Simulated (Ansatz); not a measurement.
SiRu:
```cif
data_Ru4Si4
_chemical_formula_sum 'Si4 Ru4'
_space_group_name_H-M_alt 'P213'
_space_group_IT_number 198
_space_group_name_Hall 'P 2ac 2ab 3'
_cell_length_a 4.70638
_cell_length_b 4.70638
_cell_length_c 4.70638
_cell_angle_alpha 90.000
_cell_angle_beta 90.000
_cell_angle_gamma 90.000
loop_
_atom_site_label
_atom_site_type_symbol
_atom_site_symmetry_multiplicity
_atom_site_Wyckoff_symbol
_atom_site_fract_x
_atom_site_fract_y
_atom_site_fract_z
_atom_site_occupancy
Si1 Si 4 a 0.83759 0.83759 0.83759 1
Ru1 Ru 4 a 0.12946 0.12946 0.12946 1
```

Relaxed with r²SCAN.

### Question
Tabulate the valence density and the electron localisation function along the shortest Si–Ru contact (2.38 Å), r²SCAN in the plane-wave PAW code Ansatz.

### Answer


| distance from Si (Å) | density (e/Å³) | ELF |
|---|---|---|
| 0.24 | 0.15 | 0.40 |
| 0.36 | 0.20 | 0.33 |
| 0.48 | 0.29 | 0.38 |
| 0.59 | 0.37 | 0.50 |
| 0.71 | 0.45 | 0.63 |
| 0.83 | 0.50 | 0.69 |
| 0.95 | 0.53 | 0.68 |
| 1.07 | 0.55 | 0.60 |
| 1.19 | 0.60 | 0.48 |
| 1.31 | 0.73 | 0.42 |
| 1.43 | 1.02 | 0.44 |
| 1.55 | 1.75 | 0.52 |
| 1.67 | 3.10 | 0.59 |
| 1.78 | 4.89 | 0.64 |
| 1.90 | 6.93 | 0.65 |
| 2.02 | 8.95 | 0.61 |
| 2.14 | 10.66 | 0.55 |

The density is the valence pseudo-density with augmentation charge, so density and ELF within about 1 Å of a nucleus are not all-electron values.

Space group P2_13. The cell was relaxed with r²SCAN under the symmetry of its start. The run is not spin-polarised.

Potentials: the earlier of the program's two PAW sets.
